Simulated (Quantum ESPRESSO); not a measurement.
Ag5Ru2Hf, one run as intended and one with a planted mistake

Simulated, not a measurement. The program is pw.x of Quantum ESPRESSO 7.5 (plane-wave density functional theory). The cell is made up: eight metal atoms on a hexagonal close-packed lattice, with elements, volume, strain and displacements drawn at random and not relaxed, so it may be unstable or far from any real phase. PseudoDojo standard norm-conserving files set the functional (PBE unless stated); there is no spin polarisation or spin-orbit coupling, the Fermi-Dirac width of 0.25 eV means electrons at about 2900 K, and the masses in the input are unused placeholders. Heavy elements are run without spin-orbit coupling, which real alloys of them have. A spin test at this wide smearing found no moment, but such smearing suppresses magnetism that the real alloy may have.

Intended input:

```
&control calculation='scf', pseudo_dir='./dojo.nc.sr.pbe.v0_5.standard.upf', outdir='./o', disk_io='minimal', tprnfor=.true., tstress=.true. /
&system ibrav=0, nat=8, ntyp=3, nbnd=82, ecutwfc=84.00895049, nosym=.true., tot_charge=0,
 occupations='smearing', smearing='fd', degauss=0.0183746611
/
&electrons conv_thr=1.470e-08, electron_maxstep=70, mixing_beta=0.5 /
ATOMIC_SPECIES
Ag 1.0 Ag.upf
Hf 1.0 Hf.upf
Ru 1.0 Ru.upf
CELL_PARAMETERS angstrom
2.9543 -0.009 0.0244
-0.0156 5.074 0.054
0.0812 0.1036 9.7383
ATOMIC_POSITIONS angstrom
Ag -0.0099 -0.0068 0.0312
Ru 0.0326 0.1865 4.8318
Ag 0.0179 1.7318 2.4306
Ag 0.1107 1.7226 7.3413
Ag 1.5321 2.4923 0.0816
Hf 1.6337 2.6123 4.9188
Ru 1.381 4.1609 2.5316
Ag 1.4931 4.5074 7.4433
K_POINTS automatic
8 5 3 1 1 1
```

The log is shortened where brackets say so; the opening notice, blank lines, dates and the lines on written files are dropped, and the path of the files is cut. It prints rydbergs, bohrs and kilobars, and counts compression as positive stress. Its total energy is the free energy E - TS of the whole cell.

Log of the intended run:

```
     Program PWSCF v.7.5
     Parallel version (MPI & OpenMP), running on       4 processor cores
     Number of MPI processes:                 4
     Threads/MPI process:                     1
     [start-up lines left out]
     bravais-lattice index     =            0
     lattice parameter (alat)  =       5.5830  a.u.
     unit-cell volume          =     984.9210 (a.u.)^3
     number of atoms/cell      =            8
     number of atomic types    =            3
     number of electrons       =       139.00
     number of Kohn-Sham states=           82
     kinetic-energy cutoff     =      84.0090  Ry
     charge density cutoff     =     336.0358  Ry
     scf convergence threshold =      1.5E-08
     mixing beta               =       0.5000
     number of iterations used =            8  plain     mixing
     Exchange-correlation= PBE
                           (   1   4   3   4   0   0   0)
     [axes and pseudopotential details left out]
   Cartesian axes
     site n.     atom                  positions (alat units)
         1        Ag     tau(   1) = (  -0.0033509  -0.0023016   0.0105605  )
         2        Ru     tau(   2) = (   0.0110343   0.0631259   1.6354510  )
         3        Ag     tau(   3) = (   0.0060587   0.5861737   0.8227011  )
         4        Ag     tau(   4) = (   0.0374694   0.5830597   2.4848579  )
         5        Ag     tau(   5) = (   0.5185799   0.8435851   0.0276197  )
         6        Hf     tau(   6) = (   0.5529691   0.8842023   1.6648984  )
         7        Ru     tau(   7) = (   0.4674361   1.4083671   0.8568872  )
         8        Ag     tau(   8) = (   0.5053793   1.5256492   2.5193825  )
     number of k points=    60  Fermi-Dirac smearing, width (Ry)=  0.0184
                       cart. coord. in units 2pi/alat
        k(    1) = (   0.0622705   0.0578919   0.0494284), wk =   0.0333333
        k(    2) = (   0.0639479   0.0600500  -0.1528625), wk =   0.0333333
     [further k points left out]
     Dense  grid:   102427 G-vectors     FFT dimensions: (  36,  60, 108)
     Estimated max dynamical RAM per process >     428.25 MB
     Estimated total dynamical RAM >       1.60 GB
     Initial potential from superposition of free atoms
     starting charge     138.9943, renormalised to     139.0000
     Starting wfcs are   80 randomized atomic wfcs +    2 random wfcs
     total cpu time spent up to now is        8.4 secs
     per-process dynamical memory:   338.0 Mb
     Self-consistent Calculation
     iteration #  1     ecut=    84.01 Ry     beta= 0.50
     Davidson diagonalization with overlap
     ethr =  1.00E-02,  avg # of iterations =  3.0
     total cpu time spent up to now is       28.1 secs
     total energy              =   -2066.08478792 Ry
     estimated scf accuracy    <       2.10453386 Ry
     iteration #  2     ecut=    84.01 Ry     beta= 0.50
     Davidson diagonalization with overlap
     ethr =  1.51E-03,  avg # of iterations =  5.9
     total cpu time spent up to now is       54.5 secs
     total energy              =   -2063.25059950 Ry
     estimated scf accuracy    <      66.17489806 Ry
     [iterations 3 to 14 left out]
     iteration # 15     ecut=    84.01 Ry     beta= 0.50
     Davidson diagonalization with overlap
     ethr =  3.90E-10,  avg # of iterations =  1.1
     total cpu time spent up to now is      289.0 secs
     total energy              =   -2067.25870540 Ry
     estimated scf accuracy    <       0.00000007 Ry
     iteration # 16     ecut=    84.01 Ry     beta= 0.50
     Davidson diagonalization with overlap
     ethr =  4.95E-11,  avg # of iterations =  1.3
     total cpu time spent up to now is      305.0 secs
     End of self-consistent calculation
     [lines on levels left out]
!    total energy              =   -2067.25870541 Ry
     estimated scf accuracy    <          4.2E-09 Ry
     smearing contrib. (-TS)   =      -0.09357077 Ry
     internal energy E=F+TS    =   -2067.16513464 Ry
     The total energy is F=E-TS. E is the sum of the following terms:
     one-electron contribution =    -841.33504309 Ry
     hartree contribution      =     492.70533582 Ry
     xc contribution           =    -327.97374208 Ry
     ewald contribution        =   -1390.56168529 Ry
     convergence has been achieved in  16 iterations
     Forces acting on atoms (cartesian axes, Ry/au):
     atom    1 type  1   force =    -0.00025754   -0.01082107    0.01846751
     atom    2 type  3   force =     0.00263687   -0.02955635   -0.03218385
     atom    3 type  1   force =    -0.00169871   -0.01758254    0.00290973
     atom    4 type  1   force =    -0.00389663    0.03940887    0.00445177
     atom    5 type  1   force =    -0.00334631    0.01121350   -0.00669986
     atom    6 type  2   force =    -0.00733092    0.02079519   -0.02767176
     atom    7 type  3   force =     0.00765312    0.02914954    0.06317184
     atom    8 type  1   force =     0.00624012   -0.04260714   -0.02244538
     Total force =     0.113903     Total SCF correction =     0.000284
     Computing stress (Cartesian axis) and pressure
          total   stress  (Ry/bohr**3)                   (kbar)     P=      -65.52
  -0.00030471  -0.00003425  -0.00002275          -44.82       -5.04       -3.35
  -0.00003425  -0.00053053  -0.00006659           -5.04      -78.04       -9.80
  -0.00002275  -0.00006659  -0.00050086           -3.35       -9.80      -73.68
     init_run     :      7.56s CPU      7.93s WALL (       1 calls)
     electrons    :    289.90s CPU    296.65s WALL (       1 calls)
     forces       :      2.87s CPU      2.90s WALL (       1 calls)
     stress       :     10.16s CPU     10.17s WALL (       1 calls)
     [timing details left out]
     PWSCF        :   5m10.92s CPU   5m18.15s WALL
     JOB DONE.
```

A second run has one planted mistake: the cell and the positions are scaled by a wrong factor. The input lines that differ:

```
- 2.9543 -0.009 0.0244
- -0.0156 5.074 0.054
- 0.0812 0.1036 9.7383
+ 2.9797 -0.0091 0.0246
+ -0.0157 5.1176 0.0545
+ 0.0819 0.1045 9.822
- Ag -0.0099 -0.0068 0.0312
- Ru 0.0326 0.1865 4.8318
- Ag 0.0179 1.7318 2.4306
- Ag 0.1107 1.7226 7.3413
- Ag 1.5321 2.4923 0.0816
- Hf 1.6337 2.6123 4.9188
- Ru 1.381 4.1609 2.5316
- Ag 1.4931 4.5074 7.4433
+ Ag -0.01 -0.0069 0.0315
+ Ru 0.0329 0.1881 4.8734
+ Ag 0.0181 1.7467 2.4515
+ Ag 0.1117 1.7374 7.4044
+ Ag 1.5453 2.5137 0.0823
+ Hf 1.6477 2.6348 4.9611
+ Ru 1.3929 4.1967 2.5534
+ Ag 1.5059 4.5462 7.5073
```

Its log:

```
     Program PWSCF v.7.5
     Parallel version (MPI & OpenMP), running on       4 processor cores
     Number of MPI processes:                 4
     Threads/MPI process:                     1
     [start-up lines left out]
     bravais-lattice index     =            0
     lattice parameter (alat)  =       5.6310  a.u.
     unit-cell volume          =    1010.5365 (a.u.)^3
     number of atoms/cell      =            8
     number of atomic types    =            3
     number of electrons       =       139.00
     number of Kohn-Sham states=           82
     kinetic-energy cutoff     =      84.0090  Ry
     charge density cutoff     =     336.0358  Ry
     scf convergence threshold =      1.5E-08
     mixing beta               =       0.5000
     number of iterations used =            8  plain     mixing
     Exchange-correlation= PBE
                           (   1   4   3   4   0   0   0)
     [axes and pseudopotential details left out]
   Cartesian axes
     site n.     atom                  positions (alat units)
         1        Ag     tau(   1) = (  -0.0033559  -0.0023156   0.0105711  )
         2        Ru     tau(   2) = (   0.0110410   0.0631247   1.6354704  )
         3        Ag     tau(   3) = (   0.0060742   0.5861772   0.8227020  )
         4        Ag     tau(   4) = (   0.0374855   0.5830562   2.4848519  )
         5        Ag     tau(   5) = (   0.5185892   0.8435757   0.0276192  )
         6        Hf     tau(   6) = (   0.5529537   0.8842158   1.6649018  )
         7        Ru     tau(   7) = (   0.4674451   1.4083758   0.8568987  )
         8        Ag     tau(   8) = (   0.5053669   1.5256650   2.5193842  )
     number of k points=    60  Fermi-Dirac smearing, width (Ry)=  0.0184
                       cart. coord. in units 2pi/alat
        k(    1) = (   0.0622711   0.0578915   0.0494285), wk =   0.0333333
        k(    2) = (   0.0639478   0.0600509  -0.1528630), wk =   0.0333333
     [further k points left out]
     Dense  grid:   105197 G-vectors     FFT dimensions: (  36,  60, 120)
     Estimated max dynamical RAM per process >     440.48 MB
     Estimated total dynamical RAM >       1.65 GB
     Initial potential from superposition of free atoms
     starting charge     138.9943, renormalised to     139.0000
     Starting wfcs are   80 randomized atomic wfcs +    2 random wfcs
     total cpu time spent up to now is        8.2 secs
     per-process dynamical memory:   356.3 Mb
     Self-consistent Calculation
     iteration #  1     ecut=    84.01 Ry     beta= 0.50
     Davidson diagonalization with overlap
     ethr =  1.00E-02,  avg # of iterations =  3.0
     total cpu time spent up to now is       29.0 secs
     total energy              =   -2066.17516433 Ry
     estimated scf accuracy    <       1.94104685 Ry
     iteration #  2     ecut=    84.01 Ry     beta= 0.50
     Davidson diagonalization with overlap
     ethr =  1.40E-03,  avg # of iterations =  5.7
     total cpu time spent up to now is       54.8 secs
     total energy              =   -2063.49036144 Ry
     estimated scf accuracy    <      62.87443593 Ry
     [iterations 3 to 14 left out]
     iteration # 15     ecut=    84.01 Ry     beta= 0.50
     Davidson diagonalization with overlap
     ethr =  4.11E-10,  avg # of iterations =  1.0
     total cpu time spent up to now is      304.9 secs
     total energy              =   -2067.24536098 Ry
     estimated scf accuracy    <       0.00000006 Ry
     iteration # 16     ecut=    84.01 Ry     beta= 0.50
     Davidson diagonalization with overlap
     ethr =  4.06E-11,  avg # of iterations =  1.4
     total cpu time spent up to now is      322.2 secs
     End of self-consistent calculation
     [lines on levels left out]
!    total energy              =   -2067.24536098 Ry
     estimated scf accuracy    <          3.9E-09 Ry
     smearing contrib. (-TS)   =      -0.09628736 Ry
     internal energy E=F+TS    =   -2067.14907363 Ry
     The total energy is F=E-TS. E is the sum of the following terms:
     one-electron contribution =    -860.18975026 Ry
     hartree contribution      =     499.60583981 Ry
     xc contribution           =    -327.85374296 Ry
     ewald contribution        =   -1378.71142022 Ry
     convergence has been achieved in  16 iterations
     Forces acting on atoms (cartesian axes, Ry/au):
     atom    1 type  1   force =    -0.00026427   -0.01003429    0.01737689
     atom    2 type  3   force =     0.00244663   -0.02578063   -0.03172196
     atom    3 type  1   force =    -0.00140362   -0.01526105    0.00396459
     atom    4 type  1   force =    -0.00356174    0.03454660    0.00268706
     atom    5 type  1   force =    -0.00304302    0.01032322   -0.00498503
     atom    6 type  2   force =    -0.00661566    0.01827409   -0.02870610
     atom    7 type  3   force =     0.00674594    0.02535105    0.06294237
     atom    8 type  1   force =     0.00569572   -0.03741898   -0.02155780
     Total force =     0.106927     Total SCF correction =     0.000264
     Computing stress (Cartesian axis) and pressure
          total   stress  (Ry/bohr**3)                   (kbar)     P=      -88.27
  -0.00046534  -0.00003008  -0.00002006          -68.45       -4.42       -2.95
  -0.00003008  -0.00068787  -0.00005796           -4.42     -101.19       -8.53
  -0.00002006  -0.00005796  -0.00064700           -2.95       -8.53      -95.18
     init_run     :      7.76s CPU      8.09s WALL (       1 calls)
     electrons    :    307.11s CPU    314.00s WALL (       1 calls)
     forces       :      2.95s CPU      2.97s WALL (       1 calls)
     stress       :     10.45s CPU     10.45s WALL (       1 calls)
     [timing details left out]
     PWSCF        :   5m28.42s CPU   5m35.75s WALL
     JOB DONE.
```

```
                                            intended run  run with the mistake
                          free energy (eV)    -28126.488            -28126.306
         entropy term -TS, part of it (eV)        -1.273                -1.310
                            pressure (GPa)         -6.55                 -8.83
size of the largest force component (eV/Å)         1.624                 1.618
largest change of a force component (eV/Å)                               0.133
                                iterations            16                    16
```

For scale, a rerun of the intended cell at a higher cutoff and on a denser mesh moved values by no more than 0.004 eV in energy, 0.07 GPa in stress and 0.006 eV/Å in force, and a second program with other atomic files agreed on that cell to 2 % rms in force and 0.5 GPa in pressure.